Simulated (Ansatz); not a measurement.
# RbVF3, several self-consistent solutions

```
CELL_PARAMETERS angstrom
8.36400 0.00000 0.00000
0.00000 4.18200 0.00000
0.00000 0.00000 4.18200
ATOMIC_POSITIONS crystal
Rb 0.00000 0.00000 0.00000
V 0.25000 0.50000 0.50000
F 0.25000 0.50000 0.00000
F 0.00000 0.50000 0.50000
F 0.25000 0.00000 0.50000
Rb 0.50000 0.00000 0.00000
V 0.75000 0.50000 0.50000
F 0.75000 0.50000 0.00000
F 0.50000 0.50000 0.50000
F 0.75000 0.00000 0.50000
```

All energies were calculated with Ansatz 0.2.0 (r2SCAN with U_eff = 1.0 eV on V d (all-electron-ortho-atomic projectors); 500 eV; 4×7×7 Γ-centred mesh; fermi-dirac occupations of width 0.050 eV). The atoms are fixed and numbered as listed; spin is collinear, without spin-orbit coupling.

The cycle has several fixed points for this cell. Moments (μB):

```json
{"state": "A", "V2": "2.28", "V7": "-2.28", "other atoms together": "0.00", "size of the net moment a cell": "0.00"}
{"state": "B", "V2": "0.00", "V7": "0.00", "other atoms together": "0.00", "size of the net moment a cell": "0.00"}
{"state": "C", "V2": "2.28", "V7": "2.28", "other atoms together": "0.17", "size of the net moment a cell": "6.00"}
```

Site moments are taken in small spheres that don't touch (radius about 0.4 of the atom's shortest bond), so those of the magnetic atoms read low, and they needn't add up to the net moment. State B was run without spin polarisation.

What is the order in energy at zero smearing?

State A (antiparallel, compensated) is lowest; C (parallel moments) lies 2.2 meV above it, B (without moments) lies 646 meV above it, all counted an atom of the cell.

Which states have a gap on the mesh, and what pressure does each exert on this cell?

A: gap 2.85 eV, 0.3 GPa; B: no gap, -3.7 GPa; C: gap 2.60 eV, 0.4 GPa (positive in compression). Moments take up room: without them the pressure is lower, so that state wants a smaller cell.

What do states C and A say about the exchange?

Between C and A the moments keep their size (2.28 against 2.28 μB in the mean), so the difference mostly measures the exchange between the flipped sites: the antiparallel order gains 11 meV for each V atom. The nearest flipped pair stands 4.18 Å apart. Flipped pairs are linked through F; the widest V–F–V angle among the nearer links is 180°, at 4.18 Å between the metal atoms. A nearly straight link favours antiparallel spins by superexchange as a rule of thumb, which fits.

What does magnetism gain here?

646 meV an atom of the cell, or 3232 meV for each V atom, against state B, which has none. A run without spin would miss this and give wrong energies and forces. That state isn't the paramagnet, which keeps its moments, so this is no ordering energy, and a U raises it further by its penalty on part-filled orbitals.

The cell is that of a Crystallography Open Database entry, unchanged but doubled along one cell vector so that moments can oppose.

Caveats: only orders that fit this cell and collinear spins were tried, so the true order may need a larger cell or canted moments; atoms and cell are not relaxed, and each state would relax in its own way; the U is a value in common use, not computed for this crystal; the k mesh is coarse, so differences of a few meV are uncertain where a state is a metal; one start a pattern, so a lower state of the same pattern may exist.
